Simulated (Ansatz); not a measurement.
TePb (rock salt, Fm-3m), the program Ansatz at the PBEsol level (PAW). The conduction-band minimum lies at L, with 4 equivalent valleys. Second derivatives d²E/dk² of the lowest band at one valley (eV·Å²), along Cartesian directions:

```csv
direction,d²E/dk²
[100],61.81
[010],61.81
[001],61.81
[110],45.67
[101],78.68
[011],78.68
```

Problem. Find the principal effective masses, the density-of-states mass and the conductivity mass.

Solution. Off-diagonal terms follow from H_xy = H[110] − (H_xx + H_yy)/2, and m*/mₑ = 7.620 eV·Å² over each eigenvalue: 0.097, 0.098, 0.27. One valley's DOS mass (m₁m₂m₃)^(1/3) = 0.14, conductivity mass 3/(Σ 1/mᵢ) = 0.12 mₑ.

Problem. What effective density of states Nc follows at 300 K for parabolic valleys?

Solution. Nc = 2.509e19 × 4 × (0.14)^(3/2) ≈ 5.3e18 cm⁻³.

The PBEsol relaxation kept the symmetry of its start. Scalar-relativistic: spin–orbit coupling is off unless named, which matters more the heavier the elements.

Potentials: the later of the program's two PAW sets.

Edges and masses are those of Kohn–Sham bands, whose gap is no quasiparticle gap.
